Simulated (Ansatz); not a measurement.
Input and command of a plane-wave DFT calculation in Ansatz:

```yaml
crystal:
  lattice:
    - [0.0, 2.8016907859, 2.8016907859]
    - [2.8016907859, 0.0, 2.8016907859]
    - [2.8016907859, 2.8016907859, 0.0]
  atoms:
    - { symbol: Ga, position: [0.0, 0.0, 0.0] }
    - { symbol: As, position: [0.75, 0.75, 0.75] }
basis:
  ecutwfc: 420
  xc_grid: 2
kpoints:
  mp_grid: { grid: [12, 12, 12] }
  band_path: { path: [VBM, CBM], npoints: 2 }
hamiltonian:
  xc: lda
scf:
  occupations: { method: gaussian, width: 0.02 }
output:
  forces: true
  stress: true
  eigenvalues: true
```

```bash
ansatz run input.yaml --threads 4 --pin off --max-ram 8192MiB --backend cpu --events-out ev --progress --plain --runs-dir out
```

Processor: Intel(R) Xeon(R) Processor @ 2.10GHz (Emerald Rapids), 4 threads, on a host shared with other jobs.

Q: How long does it run, and how much memory does it take?

A: About 3.6 s on 4 threads of Intel(R) Xeon(R) Processor @ 2.10GHz (Emerald Rapids), with other jobs on the host, peak memory 0.42 GiB. It solves 18 bands at 72 k points (the mesh reduced by the symmetry that the task leaves, which can be less than the crystal's) with about 869 plane waves, in 6 SCF iterations.
